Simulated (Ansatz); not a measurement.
ZrS$_{2}$:
```cif
data_S2Zr
_chemical_formula_sum 'Zr1 S2'
_space_group_name_H-M_alt 'P-3m1'
_space_group_IT_number 164
_space_group_name_Hall '-P 3 2"'
_cell_length_a 3.68035
_cell_length_b 3.68035
_cell_length_c 5.93342
_cell_angle_alpha 90.000
_cell_angle_beta 90.000
_cell_angle_gamma 120.000
loop_
_atom_site_label
_atom_site_type_symbol
_atom_site_symmetry_multiplicity
_atom_site_Wyckoff_symbol
_atom_site_fract_x
_atom_site_fract_y
_atom_site_fract_z
_atom_site_occupancy
Zr1 Zr 1 a 0.00000 0.00000 0.00000 1
S1 S 2 d 0.33333 0.66667 0.24241 1
```

Relaxed with r²SCAN+D4. The program Ansatz at the r²SCAN+D4 level (PAW) gives a gap of 1.26 eV.

Task: What gap does HSE06 give on the same cell (Ansatz, PAW)?

Result: 1.75 eV, 0.49 eV more. The hybrid was solved on a coarser mesh and at special points; its gap is the smallest among all of these.

| k | v1 r²SCAN+D4 | c1 r²SCAN+D4 | v1 HSE06 | c1 HSE06 |
|---|---|---|---|---|
| Γ | -0.03 | 1.85 | -0.03 | 2.42 |
| A | -0.29 | 1.81 | [?] | [?] |
| K | -1.51 | 2.50 | [?] | [?] |
| H | -1.86 | 2.61 | [?] | [?] |
| M | -1.32 | 1.43 | [?] | [?] |
| L | -0.83 | 1.26 | -0.92 | 1.75 |

Task: Top valence (v1) and lowest conduction level (c1) in eV from each method's valence maximum (which need not be a listed point): supply the withheld HSE06 values.

Result: 
- H, v1 HSE06: -2.00
- H, c1 HSE06: 3.24
- A, v1 HSE06: -0.28
- A, c1 HSE06: 2.39
- K, v1 HSE06: -1.68
- K, c1 HSE06: 3.10
- M, v1 HSE06: -1.43
- M, c1 HSE06: 1.91

Cost on shared cores: the r²SCAN+D4 run (SCF on a 9×9×5 mesh, then bands and DOS) about 50 core-seconds (a rough figure), the HSE06 run (SCF on 6×6×4, then a few points) around 3 core-minutes (rough); the tasks are unlike.

Symmetry was held in the r²SCAN+D4 relaxation. The run is not spin-polarised. Scalar-relativistic: spin–orbit coupling is off unless named, which matters more the heavier the elements.

Potentials: the later of the program's two PAW sets.
